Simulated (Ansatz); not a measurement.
# Property card for NbAs

NbAs:
```cif
data_AsNb
_chemical_formula_sum 'Nb1 As1'
_space_group_name_H-M_alt 'P 1'
_space_group_IT_number 1
_cell_length_a 3.18034
_cell_length_b 3.18034
_cell_length_c 3.18034
_cell_angle_alpha 90.000
_cell_angle_beta 90.000
_cell_angle_gamma 90.000
loop_
_space_group_symop_operation_xyz
  'x, y, z'
loop_
_atom_site_label
_atom_site_type_symbol
_atom_site_fract_x
_atom_site_fract_y
_atom_site_fract_z
_atom_site_occupancy
Nb1 Nb 0.00000 0.00000 0.00000 1
As1 As 0.50000 0.50000 0.50000 1
```

Space group Pm-3m (No. 221), CsCl type; conventional cell a = 3.180 Å, b = 3.180 Å, c = 3.180 Å, α = 90.00°, β = 90.00°, γ = 90.00°.

Method: PBEsol (plane waves, PAW; program Ansatz). The cell and atoms are relaxed at this level. Other levels are named where they apply.

### Cell and energy

| Property | Value |
|---|---|
| Volume per atom | 16.08 Å³ |
| Density | 8.66 g/cm³ |
| Formation energy from the elements (no fitted shifts) | -0.50 eV/atom |

### Electronic structure

| Quantity | Result |
|---|---|
| Electronic character | metallic (no gap) |
| Density of states at the Fermi level | 0.58 states/eV per atom (mean over ±0.08 eV) |
| Gap with spin–orbit coupling | none (metallic) |

### Mechanics

| Item | Result |
|---|---|
| Bulk modulus (Birch–Murnaghan fit) | 182 GPa |
| Pressure derivative B′ | 4.4 |
| Elastic constants (relaxed ions, GPa) | C11 = 339, C12 = 105, C44 = 117 |
| Mechanical stability | stable (all eigenvalues of C positive) |
| Hill bulk and shear moduli | 183 and 117 GPa |
| Young's modulus | 289 GPa |
| Poisson's ratio | 0.24 |
| Debye temperature from the elastic constants | 481 K |

### Phonons

| Quantity | Result |
|---|---|
| Highest zone-centre frequency | 177 cm⁻¹ |
| Zone-centre stability | no imaginary mode at Γ |

The cell is a constructed one: a structure type filled with these elements; neither database checked (COD, Materials Project) lists it. COD files the formula under space group No. 109, so this cell is another polymorph or a model. Its standing as an ambient phase is unchecked. Symmetry was held in the PBEsol relaxation. The run is not spin-polarised. As this level gives no gap, shear constants depend on the k-mesh and smearing (Fermi–Dirac, 0.1 eV here). As this level gives no gap, phonon frequencies hold no LO–TO term and depend on the k-mesh and smearing (Fermi–Dirac, 0.1 eV here). The references are the lowest solids computed at this level, not always the standard phases. Scalar-relativistic: spin–orbit coupling is off unless named, which matters more the heavier the elements.

Potentials: the later of the program's two PAW sets.
